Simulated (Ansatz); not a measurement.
Space group Immm (No. 71). a = 3.162 Å, b = 4.526 Å, c = 7.047 Å, α = 90.00°, β = 90.00°, γ = 90.00°
| atom | site | symmetry | x | y | z |
| --- | --- | --- | --- | --- | --- |
| Co | 2a | mmm | 0.0000 | 0.0000 | 0.0000 |
| B | 4h | m2m | 0.5000 | 0.7072 | 0.0000 |
| W | 4j | mm2 | 0.0000 | 0.5000 | 0.7988 |

Equation of state of this CoB2W2 structure (not necessarily the ground state), with shape and atoms relaxed at each volume where symmetry leaves them free. It has no gap at any of these volumes. Computed with Ansatz 0.2.0, DFT PBEsol, scalar-relativistic, plane waves, PAW.

Plane waves to 420 eV, a k mesh through Γ of 14×14×14 on the computed 5-atom cell and Gaussian smearing (0.10 eV); no spin polarisation.

| V (Å³/atom) | E − E(largest V) (meV/atom) | P (GPa) |
| --- | --- | --- |
| 8.875 | 107.59 | 60.07 |
| 9.177 | 12.41 | 41.29 |
| 9.480 | -50.01 | 25.28 |
| 9.782 | -84.50 | 11.63 |
| 10.085 | -95.15 | -0.01 |
| 10.388 | -85.48 | -9.94 |
| 10.690 | -58.49 | -18.39 |
| 11.093 | 0.00 | -27.70 |

Question: Fit a third-order Birch–Murnaghan equation to E(V).

Answer: V0 = 10.08 Å³/atom, B0 = 357 GPa, B0' = 4.3.

Spin-orbit coupling is left out, which matters for the bands of heavy elements. Spin polarisation was left out, and a magnetic state may lie lower.